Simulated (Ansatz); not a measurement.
How far is PAW off for SrCd?

```xyz
2
Lattice="4.0030 0.0000 0.0000 0.0000 4.0030 0.0000 0.0000 0.0000 4.0430" Properties=species:S:1:pos:R:3 pbc="T T T"
Sr    2.0015    2.0015    2.0215
Cd    0.0000    0.0000    0.0000
```

Atom numbers follow the list: Sr1, Cd2.

The conventional cell has a = 4.003 Å, b = 4.003 Å, c = 4.043 Å, α = 90.00°, β = 90.00°, γ = 90.00°. Sr (atom 1) has 8 Cd at 3.48 Å as nearest neighbours. Around Cd (atom 2) lie 8 Sr at 3.48 Å.

The cell is COD entry 2310286, as deposited and not checked against the literature; nothing was relaxed. The listed cell was then made from it by scaling, straining or moving an atom.

Levels of theory: DFT, LDA, PAW with Ansatz's default frozen-core files, scalar-relativistic (Ansatz 0.2.0); DFT, LDA, all-electron PAW with datasets made for the crystal, scalar-relativistic (Ansatz 0.2.0); DFT, LDA, all-electron LAPW, scalar-relativistic (Ansatz 0.2.0).

For PAW: a Γ-centred 10×10×10 k mesh, Fermi–Dirac smearing of 0.08 eV, cutoff 420 eV, no spin polarisation; the PAW files were made with PBE, and the program remakes their frozen cores for this functional. The crystal-made all-electron datasets (AE datasets) take a cutoff of 240 eV at this cell. LAPW targets a basis error of 0.5 meV/atom. The Ansatz runs share mesh, smearing and spin set-up. Plane-wave (PAW) pressures include the program's estimate of the Pulay term.

Stress and pressure are positive in compression.

| quantity | PAW | AE datasets | LAPW |
| --- | --- | --- | --- |
| pressure (GPa) | -2.27 | -2.28 | -2.28 |
| stress xx (GPa) | -2.18 | -2.19 | -2.19 |
| stress zz (GPa) | -2.46 | -2.47 | -2.47 |

PAW's pressure differs from the LAPW value by about 0.01 GPa or less. Datasets made for the crystal and LAPW share parts of one code, so their agreement isn't an independent check.
